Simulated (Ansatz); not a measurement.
The relaxed structure here is a generated cell of SnSe: the first start was made by placing the elements on the sites of a structure type, and the end was not matched to a known phase here, so it may be hypothetical. Known forms of SnSe include space group No. 62.

A relaxed structure of SnSe. Method: PBEsol (plane waves to 420 eV, PAW, scalar-relativistic; Ansatz, a first-principles code).

```
CELL_PARAMETERS angstrom
      6.10058     0.00000     0.00000
      0.00000     6.10058     0.00000
      0.00000     0.00000     6.10058
ATOMIC_POSITIONS crystal
  Se 0.06831 0.06831 0.06831
  Se 0.56831 0.43169 0.93169
  Se 0.93169 0.56831 0.43169
  Se 0.43169 0.93169 0.56831
  Sn 0.32908 0.32908 0.32908
  Sn 0.82908 0.17092 0.67092
  Sn 0.67092 0.82908 0.17092
  Sn 0.17092 0.67092 0.82908
```

Question: Find the space group and the Wyckoff positions (tolerance 0.01 Å).

Answer: Space group P2₁3 (No. 198); a = b = c = 6.1006 Å, α = β = γ = 90.00°

| atom | site | symmetry | x | y | z |
|---|---|---|---|---|---|
| Se | 4a | .3. | 0.0683 | 0.0683 | 0.0683 |
| Sn | 4a | .3. | 0.3291 | 0.3291 | 0.3291 |

This is the AFLOW prototype AB_cP8_198_a_a (B20, as in FeSi).

Question: Give the shortest distances between elements (the closest pairs, up to four, under 3.6 Å).

Answer: Se–Sn 2.76 Å.

The volume per atom comes out as 28.38 Å³. The band gap is 0.54 eV, indirect (valence top at 17 % of the way from M to Γ, conduction bottom at 50 % of the way from Γ to X) (no spin-orbit coupling) and the smallest direct gap is 0.98 eV at 33 % of the way from M to Γ.

No spin polarisation in the result.

The run could not lose the symmetry of its start, so the end can be a saddle point.
